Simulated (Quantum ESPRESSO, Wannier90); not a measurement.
**SnS (Cmcm): Wannier90 run**

```xyz
4
Lattice="0.0000 0.0000 4.0903 -4.0904 0.0000 0.0000 2.0452 -5.8981 0.0000" Properties=species:S:1:pos:R:3 pbc="T T T"
Sn     0.0000     1.5125     1.0226
Sn     0.0000    -1.5125    -1.0226
S      2.0452    -1.8151     1.0226
S     -2.0452     1.8151    -1.0226
```

Materials Project entry mp-559676; symmetrised, unrelaxed at this level. COD (Crystallography Open Database) has the formula in 3 space groups, this one among them (matched by group alone). Level: PBEsol, spinors with spin-orbit coupling; pw.x of Quantum ESPRESSO at 58 Ry with PseudoDojo potentials, 6×6×6 k-points, Wannier90. Density: 8×8×8 mesh, Gaussian smearing 0.01 Ry. With spin-orbit coupling a semilocal functional can close or falsely invert a small gap; the band order was not checked against a better method. The gap is small at this level and was sampled on the meshes and a path alone.

A tight-binding model is made by disentanglement and projection with no localisation steps (num_iter = 0), so the 32 orbitals stay atom-like: hydrogen-like Sn: s;p; S: s;p, axes along x, y, z; frozen window up to 1.77 eV relative to the valence-band maximum. It follows pw.x to 2.9 meV rms for states up to 1.3 eV relative to the valence-band maximum. Matrix elements depend on this choice of orbitals and windows.

Question: What are the on-site energies relative to the valence-band maximum, and how fast do the hoppings decay?

Answer: 
| atom | orbitals | energy (eV) |
|---|---|---|
| Sn1 | s↑ s↓ | -5.07 |
| Sn1 | pz↑ pz↓ | 1.92 |
| Sn1 | px↑ px↓ | 1.90 |
| Sn1 | py↑ py↓ | 1.96 |
| Sn2 | s↑ s↓ | -5.07 |
| Sn2 | pz↑ pz↓ | 1.92 |
| Sn2 | px↑ px↓ | 1.90 |
| Sn2 | py↑ py↓ | 1.96 |
| S3 | s↑ s↓ | -11.67 |
| S3 | pz↑ pz↓ px↑ px↓ py↑ py↓ | -1.77 |
| S4 | s↑ s↓ | -11.67 |
| S4 | pz↑ pz↓ px↑ px↓ py↑ py↓ | -1.77 |

| distance of the centres (Å) | largest modulus (eV) |
|---|---|
| 2–3 | 2.6 |
| 3–4 | 0.94 |
| 4–5 | 0.39 |
| 5–6 | 0.22 |
| 6–7 | 0.12 |
| 7–8 | 0.023 |
| 8–9 | 0.030 |
| 9–10 | 0.021 |
| 10–11 | 0.0040 |
